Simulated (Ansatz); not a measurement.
**Mg₇SiN₆: do the settings matter for the field gradients?**

This input was run with Ansatz:

```yaml
crystal:
  lattice:
    - [-2.7479005, 5.144829, 5.757085]
    - [2.7479005, -5.144829, 5.757085]
    - [2.7479005, 5.144829, -5.757085]
  atoms:
    - { symbol: Mg, position: [0.957887, 0.718657, 0.676544] }
    - { symbol: Mg, position: [0.042113, 0.281343, 0.323456] }
    - { symbol: Mg, position: [0.457887, 0.781343, 0.23923] }
    - { symbol: Mg, position: [0.542113, 0.218657, 0.76077] }
    - { symbol: Mg, position: [0.391083, 0.514816, 0.665941] }
    - { symbol: Mg, position: [0.848875, 0.725142, 0.334059] }
    - { symbol: Mg, position: [0.651125, 0.985184, 0.876267] }
    - { symbol: Mg, position: [0.108917, 0.774858, 0.123733] }
    - { symbol: Mg, position: [0.608917, 0.485184, 0.334059] }
    - { symbol: Mg, position: [0.151125, 0.274858, 0.665941] }
    - { symbol: Mg, position: [0.348875, 0.014816, 0.123733] }
    - { symbol: Mg, position: [0.891083, 0.225142, 0.876267] }
    - { symbol: Mg, position: [0.75, 0.25, 0.5] }
    - { symbol: Mg, position: [0.25, 0.75, 0.5] }
    - { symbol: Si, position: [0.75, 0.75, 0.0] }
    - { symbol: Si, position: [0.25, 0.25, 0.0] }
    - { symbol: "N", position: [0.722827, 0.634313, 0.701095] }
    - { symbol: "N", position: [0.933218, 0.021732, 0.298905] }
    - { symbol: "N", position: [0.566782, 0.865687, 0.088514] }
    - { symbol: "N", position: [0.777173, 0.478268, 0.911486] }
    - { symbol: "N", position: [0.277173, 0.365687, 0.298905] }
    - { symbol: "N", position: [0.066782, 0.978268, 0.701095] }
    - { symbol: "N", position: [0.433218, 0.134313, 0.911486] }
    - { symbol: "N", position: [0.222827, 0.521732, 0.088514] }
    - { symbol: "N", position: [0.344542, 0.129161, 0.473703] }
    - { symbol: "N", position: [0.655458, 0.870839, 0.526297] }
    - { symbol: "N", position: [0.844542, 0.370839, 0.215381] }
    - { symbol: "N", position: [0.155458, 0.629161, 0.784619] }
kpoints:
  mp_grid: { grid: [6, 6, 6] }
scf:
  occupations: { method: fermi_dirac, width: 0.02 }
hamiltonian:
  xc: revpbe
  pseudopotentials: { kind: paw }
output:
  forces: true
  stress: true
  populations: true
  efg:
    quadrupole_moments_barn: { Mg: 0.1994, "N": 0.02044 }
    contact_densities: true
```

```sh
ansatz run input.yaml --threads 2 --pin off --max-ram 5120MiB --backend cpu --events-out ev --progress --plain --runs-dir out
```

It converged. Of its output the block on the nuclei alone is shown, without the SCF iterations, energies, forces and stress (one atom of each set):

```
--- PAW observables at the nuclei: V_zz in 10²¹ V/m², potentials from the cell's mean, atoms counted from 1 ---
  atom   1  Mg V_zz =    +2.324067   η = 0.2502   by run symmetry: allowed   C_q = +11.2054 MHz
            electrostatic potential = -1103.508903 V   contact ρ = 7805.358564 e/Å³
  atom   5  Mg V_zz =    -1.683222   η = 0.7193   by run symmetry: allowed   C_q = -8.1156 MHz
            electrostatic potential = -1103.315077 V   contact ρ = 7804.767045 e/Å³
  atom  13  Mg V_zz =    -2.226923   η = 0.4836   by run symmetry: allowed   C_q = -10.7370 MHz
            electrostatic potential = -1102.697217 V   contact ρ = 7804.256937 e/Å³
  atom  15  Si V_zz =    +2.063863   η = 0.1896   by run symmetry: allowed
            electrostatic potential = -1358.987730 V   contact ρ = 12814.066329 e/Å³
  atom  17  N  V_zz =    +1.595845   η = 0.6640   by run symmetry: allowed   C_q = +0.7887 MHz
            electrostatic potential = -514.935560 V   contact ρ = 1416.385454 e/Å³
  atom  25  N  V_zz =    -0.916552   η = 0.6350   by run symmetry: allowed   C_q = -0.4530 MHz
            electrostatic potential = -515.321441 V   contact ρ = 1416.765133 e/Å³
```

(1) Can these gradients be trusted, and how do they compare with a run on standard settings?

Results:

(1) They agree with the standard run. Against the standard input the change is `hamiltonian.xc`: pbe → revpbe. A site carries the number of its first atom; V_zz in 10²¹ V/m².

| site | atom | V_zz standard | η standard | V_zz here | η here |
| --- | --- | --- | --- | --- | --- |
| Mg1 | 1 | 2.33 | 0.25 | 2.32 | 0.25 |
| Mg5 | 5 | -1.69 | 0.73 | -1.68 | 0.72 |
| Mg13 | 13 | -2.21 | 0.49 | -2.23 | 0.48 |
| Si | 15 | 2.06 | 0.19 | 2.06 | 0.19 |
| N17 | 17 | 1.59 | 0.65 | 1.60 | 0.66 |
| N25 | 25 | -0.93 | 0.64 | -0.92 | 0.64 |

No V_zz moves by more than 0.02. In per cent, |V_zz| changes by 0 to +1 on Mg, 0 on Si, -1 to 0 on N (all sites that start above 0.5). SCF iterations: 6 and 6.
